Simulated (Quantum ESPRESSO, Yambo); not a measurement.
BP (zinc blende, space group F-43m, No. 216) under isotropic strain of -3 % on all lattice vectors. The PBEsol cell relaxed from Materials Project entry mp-1479 was given an isotropic strain of -3 % on all lattice vectors, and the atoms were relaxed again. Chain: norm-conserving PBEsol (Quantum ESPRESSO, 76 Ry, no spin-orbit coupling); G0W0 in Yambo (6×6×6 Γ-centred k mesh, 84 bands and a 14 Ry block in the screening, 84 bands in G with the Bruneval-Gonze terminator, plasmon pole fitted at 27.2 eV); BSE (10×10×10 mesh, 3 valence and 3 conduction bands, static screening with 11 bands and a 4 Ry block, scissor 0.87 eV, Tamm-Dancoff).

```json
{
 "PBEsol gap (dense path)": "0.99 eV",
 "PBEsol gap Γ → X on the GW mesh": "1.03 eV",
 "PBEsol smallest direct gap on the GW mesh, at Γ": "3.54 eV",
 "G0W0 direct gap at that point": "4.41 eV",
 "G0W0 correction to the gap Γ → X": "0.83 eV",
 "lowest_exciton": "no binding energy given (see below)",
 "RPA electronic dielectric constant along x": "9.03 (16×16×16 mesh, PBEsol bands)"
}
```

Rough cost of the Yambo steps against G0W0 for 6 states: BSE within a factor of two, one RPA spectrum about 1/40.

Convergence of the G0W0 settings was not tested. The BSE states are vertical excitations (zero momentum); the indirect quasiparticle gap, about 1.82 eV, is smaller than the direct one (4.41 eV on the GW mesh). Convergence of the RPA response with its 16×16×16 mesh was not tested. The lowest state covers only about 1 of the 1000 k points, so the mesh doesn't resolve it: its energy and its distance from the direct gap are mesh artefacts. An extended exciton needs a far denser mesh.
